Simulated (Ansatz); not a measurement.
System: Pb (fcc type), 1 atom in the cell.

Theory: PBE, all-electron LAPW, point nucleus (Ansatz 0.2.0 development build).

k-mesh 4×4×4 Γ-centred; Fermi–Dirac smearing of 0.15 eV; no spin polarisation; no spin–orbit coupling.

```
Pb
1.0
     0.00000    2.51980    2.51980
     2.51980    0.00000    2.51980
     2.51980    2.51980    0.00000
Pb
1
Cartesian
  0.0000 0.0000 0.0000
```

What pressure does the calculation give?

The pressure is 0.00 GPa, close to zero.

The k-mesh is coarse, so these values belong to this mesh and can lie far from the converged ones. Spin–orbit coupling is left out, which matters for 6p elements such as Tl, Pb and Bi.
